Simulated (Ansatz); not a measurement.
Here is the system:

Ni7Ge4:
Space group P-6m2 (No. 187); a = 3.9301 Å, b = 3.9301 Å, c = 9.8751 Å, α = 90.00°, β = 90.00°, γ = 120.00°

```csv
atom,site,symmetry,x,y,z
Ni,2g,3m.,0.0000,0.0000,0.3735
Ni,2g,3m.,0.0000,0.0000,0.1215
Ni,1f,-6m2,0.6667,0.3333,0.5000
Ni,2h,3m.,0.3333,0.6667,0.2455
Ge,2i,3m.,0.6667,0.3333,0.2415
Ge,1c,-6m2,0.3333,0.6667,0.0000
Ge,1d,-6m2,0.3333,0.6667,0.5000
```

This is the PBEsol-relaxed structure.

Q: All from DFT-PBEsol in the program Ansatz with PAW potentials, unless another level is named. Give the Young's modulus.

A: 154 GPa.

Q: What about the highest zone-centre frequency?

A: 317 cm⁻¹.

The workflow started from a Materials Project entry (that database holds measured and hypothetical structures alike); the Crystallography Open Database copy checked does not list it. Its standing as an ambient phase is unchecked. The PBEsol relaxation kept the symmetry of its start; of distortions, only those at the zone centre were tested. The run is not spin-polarised. As this level gives no gap, phonon frequencies hold no LO–TO term and depend on the k-mesh and smearing (Fermi–Dirac, 0.1 eV here).

Potentials: the later of the program's two PAW sets.
